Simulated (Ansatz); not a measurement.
## Notes on SrTl

```
CELL_PARAMETERS angstrom
4.04206 0.00000 0.00000
0.00000 4.04206 0.00000
0.00000 0.00000 4.04206
ATOMIC_POSITIONS crystal
Sr 0.00000 0.00000 0.00000
Tl 0.50000 0.50000 0.50000
```

Level: r2SCAN, no spin polarisation; 500 eV; 8×8×8 Γ-centred mesh; fermi-dirac occupations (width 0.0272 eV); Ansatz 0.2.0, fixed geometry.

Formation energy: -0.52 eV an atom against the elements' usual phases (free molecules for gases, crystals otherwise, with no correction for O₂ or N₂), so it is bound against them; other compounds may still compete. Relaxing would lower it.
Stress: The pressure is 0.5 GPa (compression positive), so with the atoms held at these fractions the cell is close to zero pressure.
Contacts: Sr–Tl at 3.50 Å: least valence density 0.09 e/Å³ and ELF 0.08 there. Sr–Sr at 4.04 Å: least valence density 0.04 e/Å³ and ELF 0.06 there, so no covalent bond. Tl–Tl at 4.04 Å: least valence density 0.09 e/Å³ and ELF 0.38 there. These are pseudo-fields; inside the PAW spheres they differ from the all-electron ones.
Electronic structure: It is a metal, with about 1.1 states/eV a cell as the mean within 0.25 eV of the Fermi level, mostly Tl p (81 %).

Origin: a database entry at a rescaled volume.
